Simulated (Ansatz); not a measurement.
BaNi$_{2}$P$_{2}$: do energies and stresses tell the same story?

Computed with Ansatz, DFT r2SCAN, scalar-relativistic, plane waves, PAW.

Plane waves to 500 eV, a k mesh through Γ of 12×12×12 on the computed 5-atom cell and Gaussian smearing (0.10 eV); no spin polarisation.

Relaxed cell: I4/mmm, a = 3.905 Å, b = 3.905 Å, c = 12.031 Å, α = 90.00°, β = 90.00°, γ = 90.00°, 5 atoms in the primitive cell. Whether it is the stable form of this composition wasn't checked.

Energies at zero smearing and pressures from the stress tensor, at volumes with shape and atoms relaxed:
```
V (Å³/atom) E − E(first) (meV/atom) P (GPa)
     17.249                     0.00     5.74
     17.800                   -14.22     2.63
     18.350                   -18.50    -0.03
     18.901                   -14.39    -2.25
     19.451                    -3.28    -4.13
```

Problem. Check P = −dE/dV between neighbouring volumes, and get the bulk modulus from the pressures alone.

Solution. With 1 eV/Å³ = 160.2 GPa:
```tsv
middle V (Å³/atom)	−ΔE/ΔV (GPa)	mean P (GPa)
17.525	4.137	4.183
18.075	1.247	1.301
18.626	-1.197	-1.140
19.176	-3.234	-3.189
```

The two differ by 0.06 GPa at most. The mean of two end pressures misses the average over a step by about ΔV² P″/12, up to 0.04 GPa here; with that taken off 0.02 GPa remains. Around V = 18.350 Å³/atom, the two neighbours give B = −V ΔP/ΔV = 18.350 × 4.88 / 1.101 = 81.4 GPa, against B0 = 81.1 GPa from the Birch–Murnaghan fit of the energies.

Spin-orbit coupling is left out, which matters for the bands of heavy elements. Spin polarisation was left out, and a magnetic state may lie lower.

A ferromagnetic start lost its moments in a first run, so spin was left out; other magnetic orders weren't tried.

Cost: 6 runs of about 33 core-minutes in all, on Arm Neoverse V2 (shared hosts).